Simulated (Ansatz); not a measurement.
AlAs:
```yaml
crystal:
  lattice:
    - [0.00000, 2.83727, 2.83727]
    - [2.83727, 0.00000, 2.83727]
    - [2.83727, 2.83727, 0.00000]
  atoms:
    - { symbol: As, position: [0.75000, 0.75000, 0.75000] }
    - { symbol: Al, position: [0.00000, 0.00000, 0.00000] }
```

Plane-wave PAW PBEsol (Ansatz code) gives a gap of 1.34 eV without spin–orbit coupling, maximum at Γ, minimum at X.

Problem. What happens when spin–orbit coupling is switched on?

Solution. The gap drops by 0.10 eV, to 1.24 eV; maximum at Γ, minimum at X.

Problem. How large is the spin–orbit splitting of the valence top at Γ?

Solution. The fourfold level lies 0.30 eV above the split-off pair.

Problem. Give the electron effective mass with spin–orbit coupling.

Solution. 0.23, 0.23, 0.83 mₑ (principal values).

Problem. Give the hole effective mass with spin–orbit coupling, band 1 of 2 at the edge.

Solution. 0.46 along [100], 0.89 along [110], 1.2 along [111] (mₑ).

Problem. Give the hole effective mass with spin–orbit coupling, band 2 of 2 at the edge.

Solution. 0.14 along [100], 0.12 along [110], 0.12 along [111] (mₑ).

Space group F-43m (zinc blende). The cell was relaxed with PBEsol under the symmetry of its start.

Potentials: the later of the program's two PAW sets.
